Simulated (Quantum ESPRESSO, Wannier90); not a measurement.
# Tight-binding from DFT: CdCl₂ (R-3m)

Cell from Materials Project (mp-22881), symmetrised, no further relaxation. COD (Crystallography Open Database) has an entry of this formula and space group (matched by these alone). Computed values, not measurements, from PBEsol: Quantum ESPRESSO (norm-conserving PseudoDojo potentials, cutoff 82 Ry, spinors with spin-orbit coupling) on a Γ-centred 6×6×6 mesh, then Wannier90. Density: 10×10×10 mesh, cold smearing 0.01 Ry. The cell is built of weakly bound layers, chains or molecules, whose nearest atoms lie 3.92 Å apart. Database cells relaxed without dispersion often hold them too far apart, which can enlarge gaps and weakens couplings between them; spacing and stacking were not compared with the measured crystal.

On the energy scale of pw.x, whose zero is arbitrary, the valence-band maximum lies at 3.22 eV.

Input w.win:

```
num_bands = 2
num_wann = 2
exclude_bands = 1-2,5-62
spinors = true
num_iter = 1000
conv_tol = 1.0e-6
conv_window = 4
write_hr = true
write_u_matrices = true
auto_projections = true
begin unit_cell_cart
ang
   -1.9286050330    3.3404419048    0.0000000000
   -3.8572100659    0.0000000000    0.0000000000
   -1.9286050330    1.1134806349    6.1057470000
end unit_cell_cart
begin atoms_frac
Cd   0.0000000000  0.0000000000  0.0000000000
Cl   0.2546230000  0.2546230000  0.2361310000
Cl  -0.2546230000 -0.2546230000 -0.2361310000
end atoms_frac
mp_grid = 6 6 6
begin kpoints
0.0000000000 0.0000000000 0.0000000000
0.0000000000 0.0000000000 0.1666666667
0.0000000000 0.0000000000 0.3333333333
... (213 more lines: the 6x6x6 mesh through Gamma)
end kpoints
```

Input of pw2wannier90.x that gives the overlap and projection files (equivalent; here they were cut from one run over all bands):

```
&inputpp
  outdir = './out'
  prefix = 'pwscf'
  seedname = 'w'
  write_amn = .true.
  write_mmn = .true.
  scdm_proj = .true.
  scdm_entanglement = 'isolated'
/
```

Output w.wout (banner and timings cut):

```
                                    ------
                                    SYSTEM
                                    ------

                              Lattice Vectors (Ang)
                    a_1    -1.928605   3.340442   0.000000
                    a_2    -3.857210   0.000000   0.000000
                    a_3    -1.928605   1.113481   6.105747

                   Unit Cell Volume:      78.67124  (Ang^3)

                        Reciprocal-Space Vectors (Ang^-1)
                    b_1     0.000000   1.880944  -0.343020
                    b_2    -1.628946  -0.940472  -0.343020
                    b_3     0.000000   0.000000   1.029061

 *----------------------------------------------------------------------------*
 |   Site       Fractional Coordinate          Cartesian Coordinate (Ang)     |
 +----------------------------------------------------------------------------+
 | cd   1   0.00000   0.00000   0.00000   |   -0.00000   0.00000   0.00000    |
 | cl   1   0.25462   0.25462   0.23613   |   -1.92861   1.11348   1.44176    |
 | cl   2  -0.25462  -0.25462  -0.23613   |    1.92861  -1.11348  -1.44176    |
 *----------------------------------------------------------------------------*
                                ------------
                                K-POINT GRID
                                ------------

             Grid size =  6 x  6 x  6      Total points =  216

 *---------------------------------- MAIN ------------------------------------*
 |  Number of Wannier Functions               :                 2             |
 |  Number of Objective Wannier Functions     :                 2             |
 |  Number of input Bloch states              :                 2             |
 |  Output verbosity (1=low, 5=high)          :                 1             |
 |  Timing Level (1=low, 5=high)              :                 1             |
 |  Optimisation (0=memory, 3=speed)          :                 3             |
 |  Length Unit                               :               Ang             |
 |  Post-processing setup (write *.nnkp)      :                 F             |
 |  Using Gamma-only branch of algorithms     :                 F             |
 *----------------------------------------------------------------------------*
 *------------------------------- WANNIERISE ---------------------------------*
 |  Total number of iterations                :              1000             |
 |  Number of CG steps before reset           :                 5             |
 |  Trial step length for line search         :             2.000             |
 |  Convergence tolerence                     :         0.100E-05             |
 |  Convergence window                        :                 4             |
 |  Iterations between writing output         :                 1             |
 |  Iterations between backing up to disk     :               100             |
 |  Write r^2_nm to file                      :                 F             |
 |  Write xyz WF centres to file              :                 F             |
 |  Write on-site energies <0n|H|0n> to file  :                 F             |
 |  Use guiding centre to control phases      :                 F             |
 |  Use phases for initial projections        :                 F             |
 *----------------------------------------------------------------------------*
 *-------------------------------- PLOTTING ----------------------------------*
 |  Plotting Hamiltonian in WF basis          :                 T             |
 *----------------------------------------------------------------------------*

 *---------------------------------- K-MESH ----------------------------------*
 +----------------------------------------------------------------------------+
 |                    Distance to Nearest-Neighbour Shells                    |
 |                    ------------------------------------                    |
 |          Shell             Distance (Ang^-1)          Multiplicity         |
 |          -----             -----------------          ------------         |
 |             1                   0.171510                      2            |
 |             2                   0.318661                      6            |
 |             3                   0.333692                      6            |
 |             4                   0.343020                      2            |
 |             5                   0.388035                      6            |
 |             6                   0.424249                      6            |
 |             7                   0.508359                      6            |
 |             8                   0.514530                      2            |
       ... (lines left out)
 +----------------------------------------------------------------------------+
 | The b-vectors are chosen automatically                                     |
 | The following shells are used:                       1,  2                 |
 +----------------------------------------------------------------------------+
 |                        Shell   # Nearest-Neighbours                        |
 |                        -----   --------------------                        |
 |                          1               2                                 |
 |                          2               6                                 |
 +----------------------------------------------------------------------------+
 | Completeness relation is fully satisfied [Eq. (B1), PRB 56, 12847 (1997)]  |
 +----------------------------------------------------------------------------+
 |                  b_k Vectors (Ang^-1) and Weights (Ang^2)                  |
 |                  ----------------------------------------                  |
 |            No.         b_k(x)      b_k(y)      b_k(z)        w_b           |
 |            ---        --------------------------------     --------        |
 |             1         0.000000    0.000000    0.171510    15.867111        |
 |             2         0.000000    0.000000   -0.171510    15.867111        |
 |             3        -0.271491   -0.156745   -0.057170     3.391793        |
 |             4         0.000000    0.313491   -0.057170     3.391793        |
 |             5        -0.271491    0.156745    0.057170     3.391793        |
 |             6         0.271491    0.156745    0.057170     3.391793        |
 |             7         0.000000   -0.313491    0.057170     3.391793        |
 |             8         0.271491   -0.156745   -0.057170     3.391793        |
 +----------------------------------------------------------------------------+
 |                           b_k Directions (Ang^-1)                          |
 |                           -----------------------                          |
 |            No.           x           y           z                         |
 |            ---        --------------------------------                     |
 |             1         0.000000    0.000000    0.171510                     |
 |             2        -0.271491   -0.156745   -0.057170                     |
 |             3         0.000000    0.313491   -0.057170                     |
 |             4        -0.271491    0.156745    0.057170                     |
 +----------------------------------------------------------------------------+

 Starting a new Wannier90 calculation ...

 Reading overlaps from w.mmn

 Reading projections from w.amn

 *------------------------------- WANNIERISE ---------------------------------*
 +--------------------------------------------------------------------+<-- CONV
 | Iter  Delta Spread     RMS Gradient      Spread (Ang^2)            |<-- CONV
 +--------------------------------------------------------------------+<-- CONV

 ------------------------------------------------------------------------------
 Initial State
  WF centre and spread    1  (  0.000000, -0.000000,  0.000000 )     0.28201617
  WF centre and spread    2  ( -0.000000,  0.000000, -0.000000 )     0.28201620
  Sum of centres and spreads ( -0.000000, -0.000000,  0.000000 )     0.56403237

      0     0.564E+00     0.0000000000        0.5640323683  <-- CONV
        O_D=      0.0000001 O_OD=      0.0000002 O_TOT=      0.5640324 <-- SPRD
 ------------------------------------------------------------------------------
      1    -0.235E-06     0.0007393186        0.5640321337  <-- CONV
        O_D=      0.0000000 O_OD=      0.0000000 O_TOT=      0.5640321 <-- SPRD
      2    -0.441E-07     0.0002587612        0.5640320896  <-- CONV
        O_D=      0.0000000 O_OD=      0.0000000 O_TOT=      0.5640321 <-- SPRD
      3    -0.120E-07     0.0001384070        0.5640320776  <-- CONV
        O_D=      0.0000000 O_OD=      0.0000000 O_TOT=      0.5640321 <-- SPRD
      4    -0.636E-08     0.0000874922        0.5640320712  <-- CONV
        O_D=      0.0000000 O_OD=      0.0000000 O_TOT=      0.5640321 <-- SPRD
             <<<     Delta < 1.000E-06  over  4 iterations     >>>
             <<< Wannierisation convergence criteria satisfied >>>
 Final State
  WF centre and spread    1  (  0.000000, -0.000000,  0.000000 )     0.28201603
  WF centre and spread    2  ( -0.000000,  0.000000,  0.000000 )     0.28201604
  Sum of centres and spreads ( -0.000000, -0.000000,  0.000000 )     0.56403207

         Spreads (Ang^2)       Omega I      =     0.564032065
        ================       Omega D      =     0.000000003
                               Omega OD     =     0.000000003
    Final Spread (Ang^2)       Omega Total  =     0.564032071
```
